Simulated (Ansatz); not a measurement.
KBr (rock salt) is sheared across one {110} plane: the third cell vector gains the shift, so faults repeat every 7.1 Å. The cut lies between planes 2.37 Å apart; the cell height is held.

```xyz
6
Lattice="4.7413 0.0000 0.0000 0.0000 6.7052 0.0000 2.3707 3.3526 7.1120" Properties=species:S:1:pos:R:3 pbc="T T T"
Br     1.9755     2.7938     5.9266
Br     1.9755     2.7938     1.1853
Br     4.3462     6.1465     3.5560
K      1.9755     6.1465     5.9266
K      1.9755     6.1465     1.1853
K      4.3462     2.7938     3.5560
```

In-plane vectors a = (4.741, 0.000) Å, b = (0.000, 6.705) Å, area 31.79 Å². The shift is s times the vector b (length 6.705 Å), so s = 1 restores the start. The shift is rigid: no atom relaxes. γ = [E(shift) − E(0)] / area.

Computed with PBE (plane waves to 420 eV, PAW, scalar-relativistic; Ansatz, a first-principles code). k mesh 6×6×6 (Γ-centred), Fermi-Dirac smearing 0.05 eV. Energies are extrapolated to zero smearing. Stress and pressure are positive under compression. Faults lie only 7.1 Å apart, and holding the cell height and the atoms raises γ above its relaxed value. KBr was relaxed with its symmetry unable to fall. γ is measured from zero shift.

```tsv
shift (Å)	γ·area (meV/cell)	σ normal to the fault (GPa)
0.000	0	0.0
0.559	85	-0.1
1.118	358	-0.3
1.676	826	-0.2
2.235	1412	0.4
2.794	1930	1.1
3.353	2144	1.5
3.911	1930	1.1
4.470	1412	0.4
5.029	826	-0.2
5.588	358	-0.3
6.146	85	-0.1
```

Read from the data:

```
Property                                                                         Value
------------------------------------------------------------  ------------------------
Highest computed γ on the line                                              1080 mJ/m²
Position of the highest point                                                s = 0.500
Local minima between the ends                                 no computed point is one
Steepest slope dγ/d(shift) before the first maximum (spline)                   5.4 GPa
```

The 12 points together took around 5 core-minutes (rough).

(The slope of γ gives the shear force per area between the displaced halves; near zero shift its curvature is an elastic stiffness.)
